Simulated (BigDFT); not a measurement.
Worked example: self-consistent single point of the molecule C₆H₆ClF in BigDFT.

Level of theory: PBE, Daubechies wavelet basis, HGH (Krack) norm-conserving potentials made for PBE, isolated boundary conditions (BigDFT).

```xyz
14

C      0.6279     0.7036     2.4909
C      0.4751     1.0256     1.0393
Cl     0.8383     2.6587     0.5634
C     -0.0517     0.0889     0.1796
C     -0.1385     0.2547    -1.2659
C     -0.5917    -0.7520    -1.9486
C     -0.9474    -1.6510    -2.7135
F     -1.2536    -2.9030    -2.1622
H      0.0214     1.4253     3.0329
H      0.4366    -0.3445     2.7649
H      1.6703     0.9421     2.8067
H     -0.1776    -0.9205     0.5597
H      0.0620     1.2195    -1.7545
H     -1.1723    -1.6178    -3.7681
```
Charge 0, spin multiplicity 1.

Reference input (self-consistent single point, DFT, PBE, Daubechies wavelet basis, HGH (Krack) norm-conserving potentials made for PBE, isolated boundary conditions): basis = Daubechies wavelets; dft.hgrids = 0.324 bohr; dft.rmult = 5 8; dft.ixc = 11; potentials = built-in HGH-K PBE; boundary_conditions = free; dft.gnrm_cv = 1e-04; dft.itermax = 80; dft.idsx = 6; dft.nrepmax = 3. This run's input differs from it in these lines:

```diff
@@ -3,3 +3,3 @@
   hgrids: 0.324
-  rmult: [5, 8]
+  rmult: [5, 5]
   ixc: 11
```

The program printed (abridged):

```
  #------------------------------------------------------------------- Self-Consistent Cycle
 Ground State Optimization:
 - Hamiltonian Optimization: &itrp001
   - Subspace Optimization: &itrep001-01
       Wavefunctions Iterations:
 iter:  1, EKS: -7.60114541888123938E+01, gnrm:  2.30E-01, D: -4.39E-01,
 iter:  2, EKS: -7.65853014576662190E+01, gnrm:  9.19E-02, D: -5.74E-01,
 iter:  3, EKS: -7.66834015760617547E+01, gnrm:  4.56E-02, D: -9.81E-02,
 iter:  4, EKS: -7.67155510391264102E+01, gnrm:  2.31E-02, D: -3.21E-02,
 iter:  5, EKS: -7.67239140787381473E+01, gnrm:  1.39E-02, D: -8.36E-03,
   [... lines left out ...]
 iter:  20, EKS: -7.67486175144622962E+01, gnrm:  8.27E-04, D: -3.97E-05,
 iter:  21, EKS: -7.67486707590444155E+01, gnrm:  7.81E-04, D: -5.32E-05,
 iter:  22, EKS: -7.67486939782158686E+01, gnrm:  4.91E-04, D: -2.32E-05,
 iter:  23, EKS: -7.67486999049909855E+01, gnrm:  2.76E-04, D: -5.93E-06,
 iter:  24, EKS: -7.67487030053636659E+01, gnrm:  1.96E-04, D: -3.10E-06,
 iter:  25, EKS: -7.67487042302314819E+01, gnrm:  1.22E-04, D: -1.22E-06,
 iter:  26, EKS: -7.67487047565227556E+01, gnrm:  8.27E-05, D: -5.26E-07,
       -  &FINAL001  { #---------------------------------------------------------- iter: 27
 iter:  27, EKS: -7.67487049504415211E+01, gnrm:  8.27E-05, D: -1.94E-07,  #FINAL
        #Eigenvalues and New Occupation Numbers
       Orbitals: [
   [... 19 lines left out ...]
 Last Iteration                        : *FINAL001
  #---------------------------------------------------------------------- Forces Calculation
 Total electronic charge               :  43.999999295063
 Electric Dipole Moment (AU):
   P vector                            :  [  3.002469E-01,  5.485859E-01,  5.423573E-01 ]
   norm(P)                             :  8.27795977E-01
 Electric Dipole Moment (Debye):
   P vector                            :  [  7.631515E-01,  1.394366E+00,  1.378535E+00 ]
   norm(P)                             :  2.10404730E+00
 BigDFT infocode                       :  0
   [... lines left out ...]
 -  {H: [-5.448477759623E-03, -4.816333768224E-03, -3.150969858286E-04]} # 0011
 -  {H: [-7.235365434983E-03, -8.794505944211E-04,  6.825844066322E-04]} # 0012
 -  {H: [ 3.038908246557E-02, -4.456356446217E-03,  2.270203338309E-03]} # 0013
 -  {H: [-2.423787449991E-02, -7.554034233499E-05, -8.673787965469E-03]} # 0014
 Energy (Hartree)                      : -7.67487049504415211E+01
 Force Norm (Hartree/Bohr)             :  1.53580280997094282E-01
```

The run converged in 27 iterations. Against the reference run the free energy rises by 9.4 meV/atom and the largest force goes from 5.032 to 5.080 eV/Å.

The grid can part forces that symmetry would make equal. Forces above 1 eV/Å remain at this geometry. This run is one point of a test of settings, so its values need not be converged; read them against the reference run alone. The geometry comes from a cheaper method or was typed, in some cases with atoms then moved at random; it is not relaxed at this level, and the species need not be a known compound.

Cost on one core: roughly 4 core-minutes.
